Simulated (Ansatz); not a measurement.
LiNbSe₂:
```yaml
crystal:
  lattice:
    - [3.52402, 0.00000, 0.00000]
    - [-1.76201, 3.05189, 0.00000]
    - [0.00000, 0.00000, 13.55653]
  atoms:
    - { symbol: Li, position: [0.00000, 0.00000, 0.00000] }
    - { symbol: Li, position: [0.00000, 0.00000, 0.50000] }
    - { symbol: Nb, position: [0.00000, 0.00000, 0.25000] }
    - { symbol: Nb, position: [0.00000, 0.00000, 0.75000] }
    - { symbol: Se, position: [0.33333, 0.66667, 0.12770] }
    - { symbol: Se, position: [0.66667, 0.33333, 0.87230] }
    - { symbol: Se, position: [0.66667, 0.33333, 0.62770] }
    - { symbol: Se, position: [0.33333, 0.66667, 0.37230] }
```

Plane-wave PAW r²SCAN (Ansatz code) gives a gap of 0.74 eV without spin–orbit coupling, maximum at Γ, minimum on the K–Γ line, 46 % of the way from K.

**Question.** What happens when spin–orbit coupling is switched on?

**Answer.** The gap drops by 0.01 eV, to 0.73 eV; maximum at Γ, minimum on the K–Γ line, 45 % of the way from K.

**Question.** Give the electron effective mass with spin–orbit coupling.

**Answer.** 0.43, 0.57, 0.70 mₑ (principal values).

**Question.** Give the hole effective mass with spin–orbit coupling.

**Answer.** 0.61, 0.61, 0.71 mₑ (principal values).

Space group P6_3/mmc. The first step of the workflow began from a Materials Project structure, measured or hypothetical; the Crystallography Open Database copy checked does not list it. Whether it is the stable phase at ambient conditions was not checked. The cell was relaxed with r²SCAN under the symmetry of its start; its stability against distortions is not shown here. No spin polarisation was allowed.

Potentials: the later of the program's two PAW sets.
